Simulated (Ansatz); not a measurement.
Here is an unrelaxed guess for Mg3ZrN2.

```
Mg Zr N
1.0
     5.69797    0.00000    0.00000
    -2.84898    4.93459    0.00000
     0.00000    0.00000    2.98955
Mg Zr N
3 1 2
Direct
  0.00000 0.50000 0.00000
  0.50000 0.50000 0.00000
  0.50000 0.00000 0.00000
  0.00000 0.00000 0.50000
  0.66667 0.33333 0.50000
  0.33333 0.66667 0.50000
```

Computed with DFT PBE, scalar-relativistic, plane waves, PAW in Ansatz 0.2.0. Cutoff 420 eV; k points 6×6×6 on the computed 6-atom cell (Γ-centred); Gaussian smearing, width 0.10 eV; no spin polarisation.

Energies over the elements count from the elements' standard structures at the same level (N₂ as a molecule), with no fitted energy shifts.

Task: Estimate its pressure, forces and energy as it stands.

Result: The pressure is -1.9 GPa (the mean over three directions, positive in compression), the largest force is 0.00 eV/Å (symmetry fixes the atoms), and the energy is −0.14 eV/atom against the elements. The shortest distance is 2.22 Å.

Task: Is it a good guess?

Result: A good one: relaxing gains under 0.1 eV/atom (the start's value is from the coarse mesh, so the gain is rough) in 8 ionic steps and ends at −0.16 eV/atom on the finer mesh. The symmetry stays P6/mmm (No. 191). The volume per atom shrinks by 4.3 %, from 14.0 to 13.4 Å³. The shortest distance goes from 2.22 Å (Mg–N) to 2.21 Å (Mg–N). Conventional cell: a = 5.464 Å, c = 3.110 Å. Mg is surrounded by 4 N at 2.21 Å, 4 Mg at 2.73 Å, 2 Mg at 3.11 Å and 4 Zr at 3.14 Å; Zr is surrounded by 2 Zr at 3.11 Å, 12 Mg at 3.14 Å and 6 N at 3.15 Å; N has 6 Mg at 2.21 Å, 5 N at 3.11–3.15 Å and 3 Zr at 3.15 Å.

The last run used a 12×12×12 mesh for its 6-atom cell and Gaussian smearing of 0.10 eV. The cell is a metal run without spin, though a test with spin on the coarse mesh kept 0.5 μB a cell, so a magnetic state probably lies lower. The relaxation can't lower the symmetry of the start, and the grade says only how near the guess is to its own end. A structure relaxed within its symmetry needn't be a true minimum. Another cell of Mg3ZrN2 relaxed alike, in I4/mmm, lies 0.51 eV/atom lower, so this cell isn't the stable form at this level.
